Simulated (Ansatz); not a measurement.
GdOs₃ in the AuCu3-type structure

Computed with Ansatz (plane waves, PAW, 420 eV cutoff): PBE with spin–orbit coupling, two-component spinors, Γ-centred 8×8×8 mesh, 0.05 eV Gaussian smearing; PAW files: Ansatz's generated set soft_2.

```yaml
crystal:
  lattice:
    - [4.06548, 0.00000, 0.00000]
    - [0.00000, 4.06548, 0.00000]
    - [0.00000, 0.00000, 4.06548]
  atoms:
    - { symbol: Gd, position: [0.00000, 0.00000, 0.00000] }
    - { symbol: Os, position: [0.00000, 0.50000, 0.50000] }
    - { symbol: Os, position: [0.50000, 0.50000, 0.00000] }
    - { symbol: Os, position: [0.50000, 0.00000, 0.50000] }
```

This is a trial structure made by placing the elements on a prototype's sites, so it needn't be the stable form.

Starting moments: Gd 7.0 μB on each such atom, all parallel. Spin axis [001] (Cartesian).

The run ends ferromagnetic, with site spin moments Gd 6.47; Os -0.21 μB.

The pressure at this geometry is 0.7 GPa.

Q: Which orbitals carry the states at the Fermi level, and how many states are there?

A: Within 0.1 eV of it: Os 5d 82 %, Gd 5d 9 % (shares among the projected shells; no valence p shell of Os is among them; no valence p shell of Gd is among them). The density of states at the Fermi level is about 5.2 states/eV per cell, averaged over 0.3 eV.

Density of states (tetrahedra, averaged over 0.4 eV; states/eV per cell of 4 atoms; energy in eV from the Fermi level):

| E (eV) | DOS |
| --- | --- |
| -6.45 | 0.5 |
| -6.05 | 0.8 |
| -5.65 | 1.8 |
| -5.25 | 1.7 |
| -4.85 | 2.4 |
| -4.45 | 5.5 |
| -4.05 | 5.6 |
| -3.65 | 5.6 |
| -3.25 | 6.1 |
| -2.85 | 11.3 |
| -2.45 | 8.9 |
| -2.05 | 6.8 |
| -1.65 | 6.4 |
| -1.25 | 6.1 |
| -0.85 | 5.4 |
| -0.45 | 6.1 |
| -0.05 | 5.2 |
| 0.35 | 4.6 |
| 0.75 | 3.7 |
| 1.15 | 2.1 |
| 1.55 | 1.6 |
| 1.95 | 2.5 |

Of the 7.15 f electrons on Gd, 3.40 have j = 5/2 and 3.75 have j = 7/2, a share of 48 % in j = 5/2. Without spin–orbit coupling the share would be 6/14 = 43 %, in the jj limit 84 %, so the shell stands 11 % of the way to jj coupling; exchange, which aligns spins across both levels, holds it back.

Without a U the 4f levels of Gd lie too near the Fermi level, so their share of the states there, and what hangs on it, is overstated. Site moments are of spin, integrated over Gaussian weights of 0.5 Å, which gives about a tenth less on f atoms than spheres do. The moments were started parallel, and the real magnetic order may be another.

On the Gd 4f shell the spin moment is 6.68 μB and the orbital moment 0.07 μB, parallel to it, 6.75 μB net (projected on atomic orbitals, along the moments' axis).
